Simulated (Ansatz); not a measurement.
**An elastic constant from a strain scan in Al$_{2}$Cu**

These are results of DFT PBEsol, scalar-relativistic, plane waves, PAW (Ansatz), not measurements. Settings: plane waves to 420 eV, k-mesh 12×12×16 (Γ-centred), Gaussian smearing 0.15 eV. No spin polarisation. Energies are free energies at this smearing, counted from the undisturbed cell; pressure is positive in compression.

The starting cell (relaxed at this level; it needn't be the usual structure):

```yaml
crystal:
  lattice:
    - [4.08417, 0.00000, 0.00000]
    - [0.00000, 4.08417, 0.00000]
    - [0.00000, 0.00000, 2.84639]
  atoms:
    - { symbol: Al, position: [0.50000, 0.00000, 0.50000] }
    - { symbol: Al, position: [0.00000, 0.50000, 0.50000] }
    - { symbol: Cu, position: [0.00000, 0.00000, 0.00000] }
```

The cell is strained by ε times the Voigt pattern (0, 0, 0, 0, 0, 1) (xx, yy, zz, yz, xz, xy; engineering shear) with fractional coordinates fixed. The cell holds 3 atoms in V0 = 47.48 Å³. The stress column is τ = (1/V0) dE/dε, got from the stress tensor σ (compression positive) at each point as −det(1 + εP) σ : P(1 + εP)⁻¹, with P the pattern as a tensor.

| ε | ΔE (meV/atom) | τ (GPa) |
| --- | --- | --- |
| -0.0525 | 6.724 | -2.503 |
| -0.0450 | 4.990 | -2.176 |
| -0.0375 | 3.502 | -1.841 |
| -0.0300 | 2.264 | -1.498 |
| -0.0225 | 1.285 | -1.142 |
| -0.0150 | 0.576 | -0.772 |
| -0.0075 | 0.145 | -0.389 |
| 0.0000 | 0.000 | 0.000 |
| 0.0075 | 0.145 | 0.389 |
| 0.0150 | 0.576 | 0.772 |
| 0.0225 | 1.285 | 1.142 |
| 0.0300 | 2.264 | 1.498 |
| 0.0375 | 3.502 | 1.841 |
| 0.0450 | 4.990 | 2.176 |
| 0.0525 | 6.724 | 2.503 |
| 0.0600 | ? | ? |

**Question.** Which combination of elastic constants does this scan measure, and how large is it?

**Answer.** For small ε, τ = τ0 + Kε with K = pᵀCp, which for this pattern is C66 in the Cartesian frame shown. The parabola through τ at ε = -0.0075, 0 and 0.0075 has slope K = 52 GPa at zero. The energies per cell, E = NΔE, of the same two points give K = 2[E(ε₊)/ε₊ − E(ε₋)/ε₋]/[(ε₊ − ε₋)V0] = 52 GPa, in agreement.

**Question.** Predict the withheld row at ε = 0.0600 from the harmonic law, and compare.

**Answer.** ΔE = V0(τ0 ε + Kε²/2)/N = 9.233 meV/atom and τ = 3.12 GPa. The calculation gives 8.697 meV/atom and 2.83 GPa: the energy lies 6 % below the harmonic value.

In a metal these slopes depend on the k mesh and the smearing.

Cost: 9 runs of about 2.3 core-minutes in all, on Arm Neoverse V2 (shared hosts).